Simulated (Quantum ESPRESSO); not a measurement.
Al3ZnAs3S, one run as intended and one with a planted mistake

Computed values, not a measurement. The program is pw.x of Quantum ESPRESSO 7.5 (plane-wave density functional theory). The cell is made up: 8 atoms on a zincblende/diamond lattice, with randomly drawn elements, strain and displacements, not relaxed. PseudoDojo standard norm-conserving files (v0.5 for PBE, v0.4.1 for LDA and PBEsol) set the functional; there is no spin polarisation, spin-orbit coupling or dispersion term, and the masses in the input are unused placeholders.

Intended input:

```
&control calculation='scf', pseudo_dir='./dojo.nc.sr.pbe.v0_5.standard.upf', outdir='./o', disk_io='medium', tprnfor=.true., tstress=.true. /
&system ibrav=0, nat=8, ntyp=4, nbnd=46, ecutwfc=84.00895049, nosym=.true., tot_charge=0,
 occupations='smearing', smearing='fd', degauss=0.0018374661
/
&electrons conv_thr=7.350e-09, electron_maxstep=60, /
ATOMIC_SPECIES
Al 1.0 Al.upf
As 1.0 As.upf
S 1.0 S.upf
Zn 1.0 Zn.upf
CELL_PARAMETERS angstrom
5.7667 0.0 0.0
0.0 5.7667 0.0
0.0 0.0 5.7667
ATOMIC_POSITIONS angstrom
Al 0.0301 -0.016 0.0703
Zn 0.0239 2.9952 2.9158
Al 2.8909 -0.0958 2.863
Al 2.8728 2.747 0.1132
As 1.3938 1.3008 1.4052
As 1.3603 4.3201 4.1996
S 4.3935 1.4637 4.4239
As 4.3576 4.4266 1.4667
K_POINTS automatic
4 4 4 1 1 1
```

The log is shortened where brackets say so; the opening notice, blank lines, dates and the lines on written files are dropped, and the path of the files is cut. It prints rydbergs, bohrs and kilobars, and counts compression as positive stress. Where no state is partly filled, the Fermi energy that it prints is only some level between the filled and the empty states on the mesh, and need not lie in the true gap.

Log of the intended run:

```
     Program PWSCF v.7.5
     Parallel version (MPI & OpenMP), running on       1 processor cores
     Number of MPI processes:                 1
     Threads/MPI process:                     1
     [start-up lines left out]
     bravais-lattice index     =            0
     lattice parameter (alat)  =      10.8975  a.u.
     unit-cell volume          =    1294.1323 (a.u.)^3
     number of atoms/cell      =            8
     number of atomic types    =            4
     number of electrons       =        80.00
     number of Kohn-Sham states=           46
     kinetic-energy cutoff     =      84.0090  Ry
     charge density cutoff     =     336.0358  Ry
     scf convergence threshold =      7.3E-09
     mixing beta               =       0.7000
     number of iterations used =            8  plain     mixing
     Exchange-correlation= PBE
                           (   1   4   3   4   0   0   0)
     [axes and pseudopotential details left out]
   Cartesian axes
     site n.     atom                  positions (alat units)
         1        Al     tau(   1) = (   0.0052196  -0.0027746   0.0121907  )
         2        Zn     tau(   2) = (   0.0041445   0.5193958   0.5056271  )
         3        Al     tau(   3) = (   0.5013092  -0.0166126   0.4964711  )
         4        Al     tau(   4) = (   0.4981705   0.4763556   0.0196299  )
         5        As     tau(   5) = (   0.2416980   0.2255710   0.2436749  )
         6        As     tau(   6) = (   0.2358888   0.7491460   0.7282501  )
         7        S      tau(   7) = (   0.7618742   0.2538193   0.7671459  )
         8        As     tau(   8) = (   0.7556488   0.7676141   0.2543396  )
     number of k points=    32  Fermi-Dirac smearing, width (Ry)=  0.0018
                       cart. coord. in units 2pi/alat
        k(    1) = (   0.1250000   0.1250000   0.1250000), wk =   0.0625000
        k(    2) = (   0.1250000   0.1250000   0.3750000), wk =   0.0625000
     [further k points left out]
     Dense  grid:   134395 G-vectors     FFT dimensions: (  64,  64,  64)
     Estimated max dynamical RAM per process >     188.59 MB
     Initial potential from superposition of free atoms
     starting charge      79.9918, renormalised to      80.0000
     Starting wfcs are   53 randomized atomic wfcs
     total cpu time spent up to now is       23.0 secs
     per-process dynamical memory:   102.3 Mb
     Self-consistent Calculation
     iteration #  1     ecut=    84.01 Ry     beta= 0.70
     Davidson diagonalization with overlap
     ethr =  1.00E-02,  avg # of iterations =  3.9
     Threshold (ethr) on eigenvalues was too large:
     Diagonalizing with lowered threshold
     Davidson diagonalization with overlap
     ethr =  4.37E-04,  avg # of iterations =  2.8
     total cpu time spent up to now is      127.0 secs
     total energy              =   -1090.55085238 Ry
     estimated scf accuracy    <       0.34957801 Ry
     iteration #  2     ecut=    84.01 Ry     beta= 0.70
     Davidson diagonalization with overlap
     ethr =  4.37E-04,  avg # of iterations =  4.2
     total cpu time spent up to now is      176.1 secs
     total energy              =   -1090.62091445 Ry
     estimated scf accuracy    <       0.13030941 Ry
     [iterations 3 to 8 left out]
     iteration #  9     ecut=    84.01 Ry     beta= 0.70
     Davidson diagonalization with overlap
     ethr =  2.28E-10,  avg # of iterations =  2.9
     total cpu time spent up to now is      497.1 secs
     total energy              =   -1090.65481271 Ry
     estimated scf accuracy    <          8.4E-09 Ry
     iteration # 10     ecut=    84.01 Ry     beta= 0.70
     Davidson diagonalization with overlap
     ethr =  1.05E-11,  avg # of iterations =  4.7
     total cpu time spent up to now is      549.6 secs
     End of self-consistent calculation
     [lines on levels left out]
     the Fermi energy is     6.8157 ev
!    total energy              =   -1090.65481271 Ry
     estimated scf accuracy    <          4.9E-09 Ry
     smearing contrib. (-TS)   =      -0.00000000 Ry
     internal energy E=F+TS    =   -1090.65481271 Ry
     The total energy is F=E-TS. E is the sum of the following terms:
     one-electron contribution =    -891.82481322 Ry
     hartree contribution      =     470.22038897 Ry
     xc contribution           =    -200.07362945 Ry
     ewald contribution        =    -468.97675901 Ry
     convergence has been achieved in  10 iterations
     Forces acting on atoms (cartesian axes, Ry/au):
     atom    1 type  1   force =    -0.01300585   -0.01740815   -0.05881565
     atom    2 type  4   force =    -0.01993371   -0.03784612   -0.03921013
     atom    3 type  1   force =    -0.01188110    0.02880096    0.01455993
     atom    4 type  1   force =     0.00188802    0.03694982   -0.02950944
     atom    5 type  2   force =     0.02603249    0.04649474    0.05121553
     atom    6 type  2   force =     0.04795860    0.00879051    0.07661232
     atom    7 type  3   force =    -0.02040202   -0.01242587   -0.00313232
     atom    8 type  2   force =    -0.01065643   -0.05335589   -0.01172025
     Total force =     0.167655     Total SCF correction =     0.000357
     Computing stress (Cartesian axis) and pressure
          total   stress  (Ry/bohr**3)                   (kbar)     P=      -18.82
  -0.00011269   0.00013698   0.00001525          -16.58       20.15        2.24
   0.00013698  -0.00014444   0.00005103           20.15      -21.25        7.51
   0.00001525   0.00005103  -0.00012670            2.24        7.51      -18.64
     init_run     :     19.73s CPU     22.85s WALL (       1 calls)
     electrons    :    508.20s CPU    527.76s WALL (       1 calls)
     forces       :      8.68s CPU      8.80s WALL (       1 calls)
     stress       :     25.24s CPU     25.36s WALL (       1 calls)
     [timing details left out]
     PWSCF        :   9m22.13s CPU   9m45.28s WALL
     JOB DONE.
```

A second run has one planted mistake: the smearing is too wide. The input lines that differ, file-writing options aside:

```
- &system ibrav=0, nat=8, ntyp=4, nbnd=46, ecutwfc=84.00895049, nosym=.true., tot_charge=0,
+ &system ibrav=0, nat=8, ntyp=4, nbnd=64, ecutwfc=84.00895049, nosym=.true., tot_charge=0,
-  occupations='smearing', smearing='fd', degauss=0.0018374661
+  occupations='smearing', smearing='fd', degauss=0.0360143357
```

Its log:

```
     Program PWSCF v.7.5
     Parallel version (MPI & OpenMP), running on       1 processor cores
     Number of MPI processes:                 1
     Threads/MPI process:                     1
     [start-up lines left out]
     bravais-lattice index     =            0
     lattice parameter (alat)  =      10.8975  a.u.
     unit-cell volume          =    1294.1323 (a.u.)^3
     number of atoms/cell      =            8
     number of atomic types    =            4
     number of electrons       =        80.00
     number of Kohn-Sham states=           64
     kinetic-energy cutoff     =      84.0090  Ry
     charge density cutoff     =     336.0358  Ry
     scf convergence threshold =      7.3E-09
     mixing beta               =       0.7000
     number of iterations used =            8  plain     mixing
     Exchange-correlation= PBE
                           (   1   4   3   4   0   0   0)
     [axes and pseudopotential details left out]
   Cartesian axes
     site n.     atom                  positions (alat units)
         1        Al     tau(   1) = (   0.0052196  -0.0027746   0.0121907  )
         2        Zn     tau(   2) = (   0.0041445   0.5193958   0.5056271  )
         3        Al     tau(   3) = (   0.5013092  -0.0166126   0.4964711  )
         4        Al     tau(   4) = (   0.4981705   0.4763556   0.0196299  )
         5        As     tau(   5) = (   0.2416980   0.2255710   0.2436749  )
         6        As     tau(   6) = (   0.2358888   0.7491460   0.7282501  )
         7        S      tau(   7) = (   0.7618742   0.2538193   0.7671459  )
         8        As     tau(   8) = (   0.7556488   0.7676141   0.2543396  )
     number of k points=    32  Fermi-Dirac smearing, width (Ry)=  0.0360
                       cart. coord. in units 2pi/alat
        k(    1) = (   0.1250000   0.1250000   0.1250000), wk =   0.0625000
        k(    2) = (   0.1250000   0.1250000   0.3750000), wk =   0.0625000
     [further k points left out]
     Dense  grid:   134395 G-vectors     FFT dimensions: (  64,  64,  64)
     Estimated max dynamical RAM per process >     212.10 MB
     Initial potential from superposition of free atoms
     starting charge      79.9918, renormalised to      80.0000
     Starting wfcs are   53 randomized atomic wfcs +   11 random wfcs
     total cpu time spent up to now is       16.7 secs
     per-process dynamical memory:   107.1 Mb
     Self-consistent Calculation
     iteration #  1     ecut=    84.01 Ry     beta= 0.70
     Davidson diagonalization with overlap
     ethr =  1.00E-02,  avg # of iterations =  8.6
     Threshold (ethr) on eigenvalues was too large:
     Diagonalizing with lowered threshold
     Davidson diagonalization with overlap
     ethr =  4.17E-04,  avg # of iterations =  2.3
     total cpu time spent up to now is      109.2 secs
     total energy              =   -1090.57616443 Ry
     estimated scf accuracy    <       0.33326979 Ry
     iteration #  2     ecut=    84.01 Ry     beta= 0.70
     Davidson diagonalization with overlap
     ethr =  4.17E-04,  avg # of iterations =  3.6
     total cpu time spent up to now is      153.0 secs
     total energy              =   -1090.63311949 Ry
     estimated scf accuracy    <       0.15407737 Ry
     [iterations 3 to 8 left out]
     iteration #  9     ecut=    84.01 Ry     beta= 0.70
     Davidson diagonalization with overlap
     ethr =  1.35E-10,  avg # of iterations =  4.1
     total cpu time spent up to now is      449.4 secs
     total energy              =   -1090.67557630 Ry
     estimated scf accuracy    <       0.00000002 Ry
     iteration # 10     ecut=    84.01 Ry     beta= 0.70
     Davidson diagonalization with overlap
     ethr =  2.25E-11,  avg # of iterations =  2.0
     total cpu time spent up to now is      499.7 secs
     End of self-consistent calculation
     [lines on levels left out]
     the Fermi energy is     6.7385 ev
!    total energy              =   -1090.67557630 Ry
     estimated scf accuracy    <          6.0E-09 Ry
     smearing contrib. (-TS)   =      -0.07855956 Ry
     internal energy E=F+TS    =   -1090.59701675 Ry
     The total energy is F=E-TS. E is the sum of the following terms:
     one-electron contribution =    -891.42815297 Ry
     hartree contribution      =     469.85903621 Ry
     xc contribution           =    -200.05114097 Ry
     ewald contribution        =    -468.97675901 Ry
     convergence has been achieved in  10 iterations
     Forces acting on atoms (cartesian axes, Ry/au):
     atom    1 type  1   force =    -0.01621138   -0.01411407   -0.05882824
     atom    2 type  4   force =    -0.02226976   -0.04041473   -0.03591929
     atom    3 type  1   force =    -0.00815057    0.03161529    0.01690705
     atom    4 type  1   force =     0.00655240    0.03227474   -0.02870137
     atom    5 type  2   force =     0.02460423    0.04392629    0.04909601
     atom    6 type  2   force =     0.04548236    0.01017921    0.07329754
     atom    7 type  3   force =    -0.01889541   -0.01228847   -0.00258374
     atom    8 type  2   force =    -0.01111187   -0.05117825   -0.01326797
     Total force =     0.162868     Total SCF correction =     0.000425
     Computing stress (Cartesian axis) and pressure
          total   stress  (Ry/bohr**3)                   (kbar)     P=      -13.37
  -0.00007526   0.00015011   0.00000768          -11.07       22.08        1.13
   0.00015011  -0.00010398   0.00005474           22.08      -15.30        8.05
   0.00000768   0.00005474  -0.00009341            1.13        8.05      -13.74
     init_run     :     14.02s CPU     16.60s WALL (       1 calls)
     electrons    :    448.54s CPU    483.00s WALL (       1 calls)
     forces       :      6.56s CPU      6.70s WALL (       1 calls)
     stress       :     17.83s CPU     18.58s WALL (       1 calls)
     [timing details left out]
     PWSCF        :   8m 7.16s CPU   8m45.36s WALL
     JOB DONE.
```

```
                                            intended run  run with the mistake
                          free energy (eV)    -14839.115            -14839.397
                    smearing term -TS (eV)        0.0000               -1.0689
                            pressure (GPa)         -1.88                 -1.34
            largest force component (eV/Å)         1.970                 1.885
largest change of a force component (eV/Å)                               0.120
                                iterations            10                    10
```

For scale, a rerun of the intended cell at 1437 eV and a 6 x 6 x 6 mesh moved values by no more than 0.007 eV in energy, 0.02 GPa in stress and 0.002 eV/Å in force. The number of bands, nbnd, was set by rule from the electron count and the smearing, so it follows the mistake.